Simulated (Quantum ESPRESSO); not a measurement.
## Hf3YO7F (one run as intended and one with a planted mistake)

Simulated, not a measurement. The program is pw.x of Quantum ESPRESSO 7.5 (plane-wave density functional theory). The cell is made up: 12 atoms on a fluorite lattice, with randomly drawn elements, strain and displacements, not relaxed. PseudoDojo standard norm-conserving files (v0.5 for PBE, v0.4.1 for LDA and PBEsol) set the functional; there is no spin polarisation, spin-orbit coupling or dispersion term, and the masses in the input are unused placeholders.

The hafnium pseudopotential is less sure than the others, with forces about 3 percent (worst 6) and pressure in oxides about 1.5 GPa (worst 2.7) from a second method in checks, which no rerun with the same files tests.

Intended input:

```
&control calculation='scf', pseudo_dir='./dojo.nc.sr.pbe.v0_5.standard.upf', outdir='./o', disk_io='low', tprnfor=.true., tstress=.true. /
&system ibrav=0, nat=12, ntyp=4, nbnd=54, ecutwfc=84.00895049, nosym=.true., tot_charge=0,
 occupations='smearing', smearing='fd', degauss=0.0018374661
/
&electrons conv_thr=7.350e-09, electron_maxstep=60, /
ATOMIC_SPECIES
F 1.0 F.upf
Hf 1.0 Hf.upf
O 1.0 O.upf
Y 1.0 Y.upf
CELL_PARAMETERS angstrom
5.0935 -0.0517 -0.0565
-0.0517 5.0873 0.0258
-0.0565 0.0258 4.9805
ATOMIC_POSITIONS angstrom
Hf -0.0284 -0.0142 0.0104
Y -0.055 2.5803 2.4776
Hf 2.5568 -0.0328 2.5046
Hf 2.5427 2.462 0.0324
O 1.2187 1.2481 1.237
O 1.2468 1.2804 3.7659
O 1.2151 3.8127 1.239
O 1.209 3.8718 3.7012
O 3.7503 1.288 1.2348
F 3.8067 1.2597 3.7411
O 3.797 3.7767 1.2818
O 3.7052 3.7629 3.6959
K_POINTS automatic
4 4 5 1 1 1
```

The log is shortened where brackets say so; the opening notice, blank lines, dates and the lines on written files are dropped, and the path of the files is cut. It prints rydbergs, bohrs and kilobars, and counts compression as positive stress. Where no state is partly filled, the Fermi energy that it prints is only some level between the filled and the empty states on the mesh, and need not lie in the true gap.

Log of the intended run:

```
     Program PWSCF v.7.5
     Parallel version (MPI & OpenMP), running on       4 processor cores
     Number of MPI processes:                 4
     Threads/MPI process:                     1
     [start-up lines left out]
     bravais-lattice index     =            0
     lattice parameter (alat)  =       9.6264  a.u.
     unit-cell volume          =     870.6886 (a.u.)^3
     number of atoms/cell      =           12
     number of atomic types    =            4
     number of electrons       =        96.00
     number of Kohn-Sham states=           54
     kinetic-energy cutoff     =      84.0090  Ry
     charge density cutoff     =     336.0358  Ry
     scf convergence threshold =      7.3E-09
     mixing beta               =       0.7000
     number of iterations used =            8  plain     mixing
     Exchange-correlation= PBE
                           (   1   4   3   4   0   0   0)
     [axes and pseudopotential details left out]
   Cartesian axes
     site n.     atom                  positions (alat units)
         1        Hf     tau(   1) = (  -0.0055751  -0.0027876   0.0020416  )
         2        Y      tau(   2) = (  -0.0107969   0.5065296   0.4863689  )
         3        Hf     tau(   3) = (   0.5019164  -0.0064389   0.4916692  )
         4        Hf     tau(   4) = (   0.4991485   0.4833065   0.0063603  )
         5        O      tau(   5) = (   0.2392387   0.2450101   0.2428311  )
         6        O      tau(   6) = (   0.2447549   0.2513508   0.7392705  )
         7        O      tau(   7) = (   0.2385320   0.7484577   0.2432237  )
         8        O      tau(   8) = (   0.2373345   0.7600594   0.7265695  )
         9        O      tau(   9) = (   0.7362081   0.2528427   0.2423992  )
        10        F      tau(  10) = (   0.7472798   0.2472873   0.7344021  )
        11        O      tau(  11) = (   0.7453757   0.7413906   0.2516256  )
        12        O      tau(  12) = (   0.7273547   0.7386816   0.7255291  )
     number of k points=    40  Fermi-Dirac smearing, width (Ry)=  0.0018
                       cart. coord. in units 2pi/alat
        k(    1) = (   0.1274358   0.1259388   0.1030737), wk =   0.0500000
        k(    2) = (   0.1296949   0.1249242   0.3076654), wk =   0.0500000
     [further k points left out]
     Dense  grid:    90499 G-vectors     FFT dimensions: (  60,  60,  60)
     Estimated max dynamical RAM per process >     253.17 MB
     Estimated total dynamical RAM >     946.39 MB
     Initial potential from superposition of free atoms
     starting charge      95.9899, renormalised to      96.0000
     Starting wfcs are   72 randomized atomic wfcs
     total cpu time spent up to now is        3.8 secs
     per-process dynamical memory:   186.2 Mb
     Self-consistent Calculation
     iteration #  1     ecut=    84.01 Ry     beta= 0.70
     Davidson diagonalization with overlap
     ethr =  1.00E-02,  avg # of iterations =  2.0
     total cpu time spent up to now is        9.4 secs
     total energy              =    -700.42699594 Ry
     estimated scf accuracy    <       4.38464649 Ry
     iteration #  2     ecut=    84.01 Ry     beta= 0.70
     Davidson diagonalization with overlap
     ethr =  4.57E-03,  avg # of iterations =  4.9
     total cpu time spent up to now is       17.7 secs
     total energy              =    -700.55168664 Ry
     estimated scf accuracy    <       8.67406044 Ry
     [iterations 3 to 12 left out]
     iteration # 13     ecut=    84.01 Ry     beta= 0.70
     Davidson diagonalization with overlap
     ethr =  1.06E-09,  avg # of iterations =  2.0
     total cpu time spent up to now is       94.1 secs
     total energy              =    -702.54012324 Ry
     estimated scf accuracy    <       0.00000006 Ry
     iteration # 14     ecut=    84.01 Ry     beta= 0.70
     Davidson diagonalization with overlap
     ethr =  6.19E-11,  avg # of iterations =  4.1
     total cpu time spent up to now is      101.7 secs
     End of self-consistent calculation
     [lines on levels left out]
     the Fermi energy is    14.1237 ev
!    total energy              =    -702.54012326 Ry
     estimated scf accuracy    <          3.6E-09 Ry
     smearing contrib. (-TS)   =       0.00000000 Ry
     internal energy E=F+TS    =    -702.54012326 Ry
     The total energy is F=E-TS. E is the sum of the following terms:
     one-electron contribution =    -103.26974886 Ry
     hartree contribution      =     113.26505310 Ry
     xc contribution           =    -172.44401285 Ry
     ewald contribution        =    -540.09141465 Ry
     convergence has been achieved in  14 iterations
     Forces acting on atoms (cartesian axes, Ry/au):
     atom    1 type  2   force =     0.12441310   -0.08281435    0.07340642
     atom    2 type  4   force =     0.09484056    0.02420265   -0.00094897
     atom    3 type  2   force =    -0.12121573   -0.07774631   -0.07633320
     atom    4 type  2   force =    -0.11546418    0.09166200    0.05165885
     atom    5 type  3   force =     0.02517901   -0.02918354   -0.01717482
     atom    6 type  3   force =     0.04881928   -0.02337734    0.01548512
     atom    7 type  3   force =     0.06011507    0.03004336   -0.05471238
     atom    8 type  3   force =     0.01400130    0.03575937    0.05795189
     atom    9 type  3   force =    -0.02928417   -0.07328140   -0.05024453
     atom   10 type  1   force =    -0.02679817   -0.02120007    0.01367361
     atom   11 type  3   force =    -0.06065700    0.08229566   -0.07639993
     atom   12 type  3   force =    -0.01394906    0.04363997    0.06363793
     Total force =     0.371634     Total SCF correction =     0.000175
     Computing stress (Cartesian axis) and pressure
          total   stress  (Ry/bohr**3)                   (kbar)     P=      163.28
   0.00086171   0.00000586   0.00025529          126.76        0.86       37.55
   0.00000586   0.00093941  -0.00010879            0.86      138.19      -16.00
   0.00025529  -0.00010879   0.00152871           37.55      -16.00      224.88
     init_run     :      3.53s CPU      3.69s WALL (       1 calls)
     electrons    :     97.29s CPU     97.96s WALL (       1 calls)
     forces       :      1.38s CPU      1.43s WALL (       1 calls)
     stress       :      4.73s CPU      4.86s WALL (       1 calls)
     [timing details left out]
     PWSCF        :   1m47.04s CPU   1m48.08s WALL
     JOB DONE.
```

A second run has one planted mistake: two atoms have their elements exchanged. The input lines that differ, file-writing options aside:

```
- O 1.2187 1.2481 1.237
+ F 1.2187 1.2481 1.237
- F 3.8067 1.2597 3.7411
+ O 3.8067 1.2597 3.7411
```

Its log:

```
     Program PWSCF v.7.5
     Parallel version (MPI & OpenMP), running on       4 processor cores
     Number of MPI processes:                 4
     Threads/MPI process:                     1
     [start-up lines left out]
     bravais-lattice index     =            0
     lattice parameter (alat)  =       9.6264  a.u.
     unit-cell volume          =     870.6886 (a.u.)^3
     number of atoms/cell      =           12
     number of atomic types    =            4
     number of electrons       =        96.00
     number of Kohn-Sham states=           54
     kinetic-energy cutoff     =      84.0090  Ry
     charge density cutoff     =     336.0358  Ry
     scf convergence threshold =      7.3E-09
     mixing beta               =       0.7000
     number of iterations used =            8  plain     mixing
     Exchange-correlation= PBE
                           (   1   4   3   4   0   0   0)
     [axes and pseudopotential details left out]
   Cartesian axes
     site n.     atom                  positions (alat units)
         1        Hf     tau(   1) = (  -0.0055751  -0.0027876   0.0020416  )
         2        Y      tau(   2) = (  -0.0107969   0.5065296   0.4863689  )
         3        Hf     tau(   3) = (   0.5019164  -0.0064389   0.4916692  )
         4        Hf     tau(   4) = (   0.4991485   0.4833065   0.0063603  )
         5        F      tau(   5) = (   0.2392387   0.2450101   0.2428311  )
         6        O      tau(   6) = (   0.2447549   0.2513508   0.7392705  )
         7        O      tau(   7) = (   0.2385320   0.7484577   0.2432237  )
         8        O      tau(   8) = (   0.2373345   0.7600594   0.7265695  )
         9        O      tau(   9) = (   0.7362081   0.2528427   0.2423992  )
        10        O      tau(  10) = (   0.7472798   0.2472873   0.7344021  )
        11        O      tau(  11) = (   0.7453757   0.7413906   0.2516256  )
        12        O      tau(  12) = (   0.7273547   0.7386816   0.7255291  )
     number of k points=    40  Fermi-Dirac smearing, width (Ry)=  0.0018
                       cart. coord. in units 2pi/alat
        k(    1) = (   0.1274358   0.1259388   0.1030737), wk =   0.0500000
        k(    2) = (   0.1296949   0.1249242   0.3076654), wk =   0.0500000
     [further k points left out]
     Dense  grid:    90499 G-vectors     FFT dimensions: (  60,  60,  60)
     Estimated max dynamical RAM per process >     253.17 MB
     Estimated total dynamical RAM >     946.39 MB
     Initial potential from superposition of free atoms
     starting charge      95.9899, renormalised to      96.0000
     Starting wfcs are   72 randomized atomic wfcs
     total cpu time spent up to now is        3.8 secs
     per-process dynamical memory:   186.2 Mb
     Self-consistent Calculation
     iteration #  1     ecut=    84.01 Ry     beta= 0.70
     Davidson diagonalization with overlap
     ethr =  1.00E-02,  avg # of iterations =  2.0
     total cpu time spent up to now is        9.4 secs
     total energy              =    -700.45778869 Ry
     estimated scf accuracy    <       4.35953780 Ry
     iteration #  2     ecut=    84.01 Ry     beta= 0.70
     Davidson diagonalization with overlap
     ethr =  4.54E-03,  avg # of iterations =  5.0
     total cpu time spent up to now is       17.4 secs
     total energy              =    -700.82587114 Ry
     estimated scf accuracy    <       7.82561487 Ry
     [iterations 3 to 13 left out]
     iteration # 14     ecut=    84.01 Ry     beta= 0.70
     Davidson diagonalization with overlap
     ethr =  4.91E-11,  avg # of iterations =  2.0
     total cpu time spent up to now is      101.2 secs
     total energy              =    -702.55688764 Ry
     estimated scf accuracy    <       0.00000002 Ry
     iteration # 15     ecut=    84.01 Ry     beta= 0.70
     Davidson diagonalization with overlap
     ethr =  1.95E-11,  avg # of iterations =  2.8
     total cpu time spent up to now is      107.3 secs
     End of self-consistent calculation
     [lines on levels left out]
     the Fermi energy is    13.8659 ev
!    total energy              =    -702.55688765 Ry
     estimated scf accuracy    <          8.0E-10 Ry
     smearing contrib. (-TS)   =       0.00000000 Ry
     internal energy E=F+TS    =    -702.55688765 Ry
     The total energy is F=E-TS. E is the sum of the following terms:
     one-electron contribution =    -103.12208773 Ry
     hartree contribution      =     113.21626840 Ry
     xc contribution           =    -172.44885707 Ry
     ewald contribution        =    -540.20221124 Ry
     convergence has been achieved in  15 iterations
     Forces acting on atoms (cartesian axes, Ry/au):
     atom    1 type  2   force =    -0.04408012   -0.08069286   -0.08752149
     atom    2 type  4   force =    -0.00125431    0.02455970    0.09129325
     atom    3 type  2   force =     0.03520793   -0.07314366    0.07433467
     atom    4 type  2   force =     0.04686767    0.09672402   -0.09930728
     atom    5 type  1   force =     0.01330969   -0.01504572    0.00342829
     atom    6 type  3   force =     0.03892949   -0.02309162    0.03098983
     atom    7 type  3   force =     0.06036231    0.03492913   -0.05365055
     atom    8 type  3   force =     0.01261007    0.03475258    0.05838726
     atom    9 type  3   force =    -0.04330807   -0.07202028   -0.04078611
     atom   10 type  3   force =    -0.04024246   -0.04934305    0.03254130
     atom   11 type  3   force =    -0.06076103    0.08131345   -0.07530685
     atom   12 type  3   force =    -0.01764114    0.04105832    0.06559768
     Total force =     0.332625     Total SCF correction =     0.000036
     Computing stress (Cartesian axis) and pressure
          total   stress  (Ry/bohr**3)                   (kbar)     P=      162.66
   0.00093571   0.00015572   0.00024144          137.65       22.91       35.52
   0.00015572   0.00090868  -0.00020485           22.91      133.67      -30.13
   0.00024144  -0.00020485   0.00147285           35.52      -30.13      216.66
     init_run     :      3.57s CPU      3.73s WALL (       1 calls)
     electrons    :    102.91s CPU    103.52s WALL (       1 calls)
     forces       :      1.40s CPU      1.41s WALL (       1 calls)
     stress       :      4.64s CPU      4.77s WALL (       1 calls)
     [timing details left out]
     PWSCF        :   1m52.61s CPU   1m53.56s WALL
     JOB DONE.
```

|  | intended run | run with the mistake |
| --- | --- | --- |
| free energy (eV) | -9558.545 | -9558.773 |
| smearing term -TS (eV) | 0.0000 | 0.0000 |
| pressure (GPa) | 16.33 | 16.27 |
| largest force component (eV/Å) | 3.199 | 2.553 |
| largest change of a force component (eV/Å) |  | 4.332 |
| iterations | 14 | 15 |

For scale, a rerun of the intended cell at a cutoff of 1437 eV and k mesh 6 x 6 x 7 moved values by no more than 0.003 eV in energy, 0.04 GPa in stress and 0.002 eV/Å in force.